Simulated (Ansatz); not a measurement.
Given:

Sb2Se3:
```yaml
crystal:
  lattice:
    - [12.43588, 0.00000, 0.00000]
    - [0.00000, 3.99867, 0.00000]
    - [0.00000, 0.00000, 11.77660]
  atoms:
    - { symbol: Sb, position: [0.13930, 0.75000, 0.03678] }
    - { symbol: Sb, position: [0.86070, 0.25000, 0.96322] }
    - { symbol: Sb, position: [0.36070, 0.25000, 0.53678] }
    - { symbol: Sb, position: [0.63930, 0.75000, 0.46322] }
    - { symbol: Sb, position: [0.03743, 0.25000, 0.32906] }
    - { symbol: Sb, position: [0.96257, 0.75000, 0.67094] }
    - { symbol: Sb, position: [0.46257, 0.75000, 0.82906] }
    - { symbol: Sb, position: [0.53743, 0.25000, 0.17094] }
    - { symbol: Se, position: [0.94941, 0.75000, 0.12679] }
    - { symbol: Se, position: [0.05059, 0.25000, 0.87321] }
    - { symbol: Se, position: [0.55059, 0.25000, 0.62679] }
    - { symbol: Se, position: [0.44941, 0.75000, 0.37321] }
    - { symbol: Se, position: [0.20542, 0.25000, 0.19026] }
    - { symbol: Se, position: [0.79458, 0.75000, 0.80974] }
    - { symbol: Se, position: [0.29458, 0.75000, 0.69026] }
    - { symbol: Se, position: [0.70542, 0.25000, 0.30974] }
    - { symbol: Se, position: [0.62808, 0.75000, 0.05417] }
    - { symbol: Se, position: [0.37192, 0.25000, 0.94583] }
    - { symbol: Se, position: [0.87192, 0.25000, 0.55417] }
    - { symbol: Se, position: [0.12808, 0.75000, 0.44583] }
```

This is the r²SCAN-relaxed structure. x, y and z are the axes in which the lattice vectors are written.

Q: All from r²SCAN (plane waves, PAW; program Ansatz), unless another level is named. Give the band gap.

A: 1.16 eV (indirect).

Q: Give the smallest direct gap on the standard path.

A: 1.22 eV.

Q: What about the formation energy from the elements (no fitted shifts)?

A: -0.29 eV/atom.

Q: Give the valence-band maximum.

A: off the standard path, at k = (0.484, -0.062, 0.000).

Q: What about the conduction-band minimum?

A: on the Γ–Z line, 72 % of the way from Γ (k = 0.000, 0.000, 0.362) (2 equivalent valleys).

Space group Pnma. The r²SCAN relaxation kept the symmetry of its start. A crystal of weakly bound chains computed without a dispersion correction: the cell and the soft elastic constants depend strongly on that. The references are the lowest solids computed at this level, not always the standard phases. Spin–orbit coupling is left out wherever it is not named.

Potentials: the later of the program's two PAW sets.
